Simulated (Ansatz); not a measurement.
**Zone-centre phonons of Ga₂O at 8 GPa: input and output**

Level of theory: DFT PBEsol, scalar-relativistic, plane waves, PAW (Ansatz).

Launched with:
```bash
ansatz run input.yaml --threads 2 --pin off --max-ram 7168MiB --backend cpu --events-out ev --progress --plain --runs-dir out
```

Input (bare energies are in eV):
```yaml
crystal:
  lattice:
    - [2.9305135521, 0.0, 0.0]
    - [-1.4652567761, 2.5378991823, 0.0]
    - [0.0, 0.0, 10.9435922678]
  atoms:
    - { symbol: Ga, position: [0.0, 0.0, 0.3900372497] }
    - { symbol: Ga, position: [0.0, 0.0, 0.6099627503] }
    - { symbol: Ga, position: [0.6666666667, 0.3333333333, 0.1036424274] }
    - { symbol: Ga, position: [0.3333333333, 0.6666666667, 0.8963575726] }
    - { symbol: O, position: [0.6666666667, 0.3333333333, 0.3048861929] }
    - { symbol: O, position: [0.3333333333, 0.6666666667, 0.6951138071] }
basis:
  ecutwfc: 420
kpoints:
  mp_grid: { grid: [12, 12, 4] }
hamiltonian:
  xc: pbesol
scf:
  occupations: { method: fermi_dirac, width: 0.15 }
output:
  eigenvalues: true
phonons:
  method: dfpt
  eigenvectors: true
```

The end of the output:
```
--- Phonons (Γ-DFPT): 6 representative perturbations + reference, on 164 of 576 k-points (Σ response iterations 23) ---
  k mesh reduced under 2 symmetry operations, with k and −k counted as one. Each operation leaves every solved perturbation unchanged. A smaller set is not used because it would not reduce the number of displacements ...
  ASR residual: 1.689e-4 → 0.000e0 eV/Å²; symmetrization residual: 6.030e-5 eV/Å²
  ASR residual per site (eV/Å²): 4.54e-5 4.54e-5 3.37e-5 3.37e-5 1.69e-4 1.69e-4
  Γ frequencies (cm⁻¹): 0.00 0.00 0.00 24.53 24.53 52.63 52.63 68.73 68.73 124.94 146.28 223.89 394.74 411.44 411.44 422.10 423.63 423.63
  non-analytic LO–TO correction: not included (Born effective charges unavailable; polar crystals: no LO–TO splitting at Γ)
```

The run took 6.4 min on 2 threads of Intel(R) Xeon(R) Processor @ 2.50GHz (Skylake/Cascade Lake) (shared host), peak memory 2 GiB.

The cell was built by swapping an element in a database structure (itself possibly hypothetical) and relaxing; it need not be the stable form of this composition. In a metal, frequencies and elastic constants depend on the k mesh and the smearing, soft modes and shear constants most. Spin polarisation was left out, and a magnetic state may lie lower. A semilocal functional can close a gap that the real compound has.